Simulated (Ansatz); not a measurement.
Input for Ansatz (plane-wave DFT, PAW):

```yaml
crystal:
  lattice:
    - [7.537, 0.0, 0.0]
    - [-3.7685, 6.5272334683, 0.0]
    - [0.0, 0.0, 5.223]
  atoms:
    - { symbol: Ti, position: [0.3333333333, 0.6666666667, 0.0] }
    - { symbol: Ti, position: [0.6666666667, 0.3333333333, 0.5] }
    - { symbol: Ti, position: [0.6666666667, 0.3333333333, 0.0] }
    - { symbol: Ti, position: [0.3333333333, 0.6666666667, 0.5] }
    - { symbol: Ti, position: [0.23, 0.0, 0.25] }
    - { symbol: Ti, position: [0.23, 0.23, 0.75] }
    - { symbol: Ti, position: [0.0, 0.23, 0.25] }
    - { symbol: Ti, position: [0.77, 0.0, 0.75] }
    - { symbol: Ti, position: [0.77, 0.77, 0.25] }
    - { symbol: Ti, position: [0.0, 0.77, 0.75] }
    - { symbol: Ge, position: [0.6, 0.0, 0.25] }
    - { symbol: Ge, position: [0.6, 0.6, 0.75] }
    - { symbol: Ge, position: [0.0, 0.6, 0.25] }
    - { symbol: Ge, position: [0.4, 0.0, 0.75] }
    - { symbol: Ge, position: [0.4, 0.4, 0.25] }
    - { symbol: Ge, position: [0.0, 0.4, 0.75] }
basis:
  ecutwfc: 420
kpoints:
  mp_grid: { grid: [6, 6, 8] }
hamiltonian:
  xc: pbesol
scf:
  occupations: { method: gaussian, width: 0.1 }
output:
  forces: true
  stress: true
  eigenvalues: true
relax:
  adjacent_minimum: "off"
  f_tol: 0.01
  max_steps: 40
```

Run as
```bash
ansatz run input.yaml --threads 4 --pin off --max-ram 10240MiB --backend cpu --events-out ev --progress --plain --runs-dir out
```

All numbers below come from DFT PBEsol, scalar-relativistic, plane waves, PAW (Ansatz).

From the run's log, abridged (final results; tables in files aren't shown):

```
SCF converged after 6 iterations
Free energy (F): -50272.309539 eV
Harris-Foulkes:  -50272.309539 eV  (|F-HF|=7.75e-9)
Internal energy: -50272.264462 eV  (E = F + TS)
E sigma→0 (E₀):  -50272.287001 eV
Entropy (-TS):   -0.045076 eV (-2.817 meV/atom)
Fermi energy:    13.879830 eV
--- Per-component energies (eV) ---
  E_band       = -1927.279516
  E_kinetic    = 3408.794217
  E_local      = -20745.496050  (includes V_loc(G=0)·N_el)
  E_nonlocal   = 2618.140489
  E_hartree    = 9001.941463
  E_xc         = -1430.616060
  E_vxc        = -1621.799457  (∫ρ·V_xc dr)
  E_paw        = -22103.115088  (= ΣΔE_a)
  E_vpaw       = -3590.809332  (= ΣTr[D̂ρ^β])
  E_aug_tail   = 0.002802  (compensation charges beyond the density's cutoff)
  E_ewald      = -21028.817696
  E_core_change = 6.901460  (= ΣΔE_core)
  E_smearing   = -0.045076  (= −TS)
--- Forces (eV/Å), atoms counted from 1 ---
  atom   1  Ti     0.00000000     0.00000000     0.00000000
  atom   2  Ti     0.00000000     0.00000000     0.00000000
  atom   3  Ti     0.00000000     0.00000000     0.00000000
  atom   4  Ti     0.00000000     0.00000000     0.00000000
  atom   5  Ti     0.00114529     0.00000000     0.00000000
  atom   6  Ti     0.00057265     0.00099185     0.00000000
  atom   7  Ti    -0.00057265     0.00099185     0.00000000
  atom   8  Ti    -0.00114529     0.00000000     0.00000000
  atom   9  Ti    -0.00057265    -0.00099185     0.00000000
  atom  10  Ti     0.00057265    -0.00099185     0.00000000
  atom  11  Ge    -0.00207603     0.00000000     0.00000000
  atom  12  Ge    -0.00103801    -0.00179789     0.00000000
  atom  13  Ge     0.00103801    -0.00179789     0.00000000
  atom  14  Ge     0.00207603     0.00000000     0.00000000
  atom  15  Ge     0.00103801     0.00179789     0.00000000
  atom  16  Ge    -0.00103801     0.00179789     0.00000000
--- Stress (GPa, compression-positive) ---
       -2.692408       0.000000       0.000000
        0.000000      -2.692408       0.000000
        0.000000       0.000000      -4.340668
  P = ⅓ Tr σ = -3.2418 GPa (-32.418 kbar)
--- Band table (eV; the first three rows and the last of 35) ---
  k-point 0: bands = ["-42.9078", "-42.8944", "-42.8944", "-42.8839", "-42.8830", "-42.8830", "-42.3993", "-42.3989", "-42.2611", "-42.2609", "-19.3862", "-19.3561", "-19.3394", "-19.3394", "-19.3372", "-19.2929", "-19.2929", "-19.2906", "-19.2906", "-19.2604", "-19.2604", "-19.2218", "-19.2149", "-19.2134", "-19.2134", "-19.1948", "-19.1858", "-19.1858", "-19.1439", "-19.0743", "-18.8229", "-18.8229", "-18.8221", "-18.8221", "-18.7176", "-18.7176", "-18.7166", "-18.7166", "-18.2343", "-18.2333", "-10.0373", "-10.0366", "-10.0357", "-10.0356", "-10.0356", "-10.0326", "-10.0326", "-10.0313", "-10.0313", "-10.0283", "-10.0122", "-10.0122", "-10.0057", "-10.0057", "-9.9974", "-9.9948", "-9.9948 ...
  k-point 1: bands = ["-42.9069", "-42.8939", "-42.8939", "-42.8848", "-42.8834", "-42.8834", "-42.3941", "-42.3938", "-42.2664", "-42.2662", "-19.3836", "-19.3560", "-19.3433", "-19.3433", "-19.3315", "-19.2970", "-19.2970", "-19.2864", "-19.2864", "-19.2647", "-19.2647", "-19.2270", "-19.2092", "-19.2092", "-19.1963", "-19.1925", "-19.1808", "-19.1808", "-19.1138", "-19.0617", "-18.8192", "-18.8192", "-18.8185", "-18.8185", "-18.7220", "-18.7220", "-18.7209", "-18.7209", "-18.2711", "-18.2703", "-10.0426", "-10.0398", "-10.0398", "-10.0373", "-10.0336", "-10.0336", "-10.0290", "-10.0273", "-10.0259", "-10.0259", "-10.0120", "-10.0120", "-10.0062", "-10.0062", "-9.9994", "-9.9963", "-9.9963 ...
  k-point 2: bands = ["-42.9043", "-42.8927", "-42.8927", "-42.8873", "-42.8846", "-42.8846", "-42.3793", "-42.3790", "-42.2816", "-42.2814", "-19.3760", "-19.3558", "-19.3490", "-19.3490", "-19.3194", "-19.3103", "-19.3103", "-19.2795", "-19.2795", "-19.2698", "-19.2698", "-19.2415", "-19.1979", "-19.1979", "-19.1861", "-19.1723", "-19.1723", "-19.1678", "-19.0231", "-19.0008", "-18.8085", "-18.8085", "-18.8082", "-18.8082", "-18.7342", "-18.7342", "-18.7331", "-18.7331", "-18.3749", "-18.3748", "-10.0463", "-10.0435", "-10.0435", "-10.0393", "-10.0362", "-10.0362", "-10.0243", "-10.0211", "-10.0188", "-10.0188", "-10.0116", "-10.0116", "-10.0074", "-10.0074", "-10.0036", "-9.9988", "-9.998 ...
  k-point 34: bands = ["-42.8954", "-42.8954", "-42.8889", "-42.8889", "-42.8889", "-42.8889", "-42.3306", "-42.3306", "-42.3306", "-42.3306", "-19.3623", "-19.3623", "-19.3317", "-19.3317", "-19.3317", "-19.3317", "-19.2911", "-19.2911", "-19.2750", "-19.2750", "-19.2750", "-19.2750", "-19.1746", "-19.1746", "-19.1746", "-19.1746", "-19.1740", "-19.1740", "-18.7749", "-18.7749", "-18.7719", "-18.7719", "-18.7719", "-18.7719", "-18.7682", "-18.7682", "-18.7045", "-18.7045", "-18.7045", "-18.7045", "-10.0446", "-10.0446", "-10.0437", "-10.0437", "-10.0437", "-10.0437", "-10.0128", "-10.0128", "-10.0128", "-10.0128", "-10.0105", "-10.0105", "-10.0063", "-10.0063", "-10.0063", "-10.0063", "-10. ...
--- Relaxed structure (5 steps of the walk, 5 accepted, 0 SCFs on fresh bases) ---
  F+E_penalty+E_count = -50272.30953868 eV   max|allowed force component| = 2.076e-3 eV/Å
  atoms:
    - { symbol: Ti, position: [0.33333333, 0.66666666, 0.0] }
    - { symbol: Ti, position: [0.66666666, 0.33333333, 0.5] }
    - { symbol: Ti, position: [0.66666666, 0.33333333, 0.0] }
    - { symbol: Ti, position: [0.33333333, 0.66666666, 0.5] }
    - { symbol: Ti, position: [0.25190367, 0.0, 0.25] }
    - { symbol: Ti, position: [0.25190367, 0.25190367, 0.75] }
    - { symbol: Ti, position: [0.0, 0.25190367, 0.25] }
    - { symbol: Ti, position: [0.74809632, 0.0, 0.75] }
    - { symbol: Ti, position: [0.74809632, 0.74809632, 0.25] }
    - { symbol: Ti, position: [0.0, 0.74809632, 0.75] }
    - { symbol: Ge, position: [0.61068685, 0.0, 0.25] }
    - { symbol: Ge, position: [0.61068685, 0.61068685, 0.75] }
    - { symbol: Ge, position: [0.0, 0.61068685, 0.25] }
    - { symbol: Ge, position: [0.38931314, 0.0, 0.75] }
    - { symbol: Ge, position: [0.38931314, 0.38931314, 0.25] }
    - { symbol: Ge, position: [0.0, 0.38931314, 0.75] }
```

The relaxation met its thresholds.

It took 82 s on 4 threads of Intel(R) Xeon(R) Processor @ 2.70GHz, with other jobs on the host, peak memory 1.6 GiB.